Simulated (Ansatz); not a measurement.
Sn2Ir:
```yaml
crystal:
  lattice:
    - [0.00000, 3.18281, 3.18281]
    - [3.18281, 0.00000, 3.18281]
    - [3.18281, 3.18281, 0.00000]
  atoms:
    - { symbol: Ir, position: [0.00000, 0.00000, 0.00000] }
    - { symbol: Sn, position: [0.25000, 0.25000, 0.25000] }
    - { symbol: Sn, position: [0.75000, 0.75000, 0.75000] }
```

Relaxed with r²SCAN.

Question: Give the Bader charges and basin volumes of the independent atoms, r²SCAN in the plane-wave PAW code Ansatz.

Answer: 

```
atom  Bader charge (e)  Bader volume (Å³)
----  ----------------  -----------------
Ir1              -1.39               24.4
Sn2              +0.69               20.1
```

Space group Fm-3m (fluorite or antifluorite type). The workflow started from an entry of the Crystallography Open Database (COD). Its standing as an ambient phase is unchecked. The cell was relaxed with r²SCAN under the symmetry of its start; whether a distortion lowers the energy is not shown. The run is not spin-polarised. Scalar-relativistic: spin–orbit coupling is off unless named, which matters more the heavier the elements.

Potentials: the later of the program's two PAW sets.
